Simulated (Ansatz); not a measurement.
Consider the following.

GeS2:
```
GeS2
1.0
    1.70221     0.98277     6.03805
   -1.70221     0.98277     6.03805
    0.00000    -1.96555     6.03805
Ge S
1 2
Direct
  0.00002   0.00002   0.00002
  0.75115   0.75115   0.75115
  0.58213   0.58213   0.58213
```

This is the PBE-relaxed structure.

Q: All from PBE in the plane-wave PAW code Ansatz, unless another level is named. Estimate the electronic character.

A: metallic (no gap).

Q: Give the formation energy from the elements (no fitted shifts).

A: 0.15 eV/atom.

Q: Predict the density of states at the Fermi level.

A: 0.26 states/eV per atom (mean over ±0.08 eV).

Space group R3m. The cell is a constructed one: a structure type filled with these elements; neither database checked (COD, Materials Project) lists it. COD files the formula under space group No. 14, 43, 82, 122, 217, so this cell is another polymorph or a model. Whether it is the stable phase at ambient conditions was not checked. The PBE relaxation kept the symmetry of its start; whether a distortion lowers the energy is not shown. A crystal of weakly bound layers computed without a dispersion correction: the cell and the soft elastic constants depend strongly on that. The references are the lowest solids computed at this level, not always the standard phases. Spin–orbit coupling is left out wherever it is not named.

Potentials: the later of the program's two PAW sets.
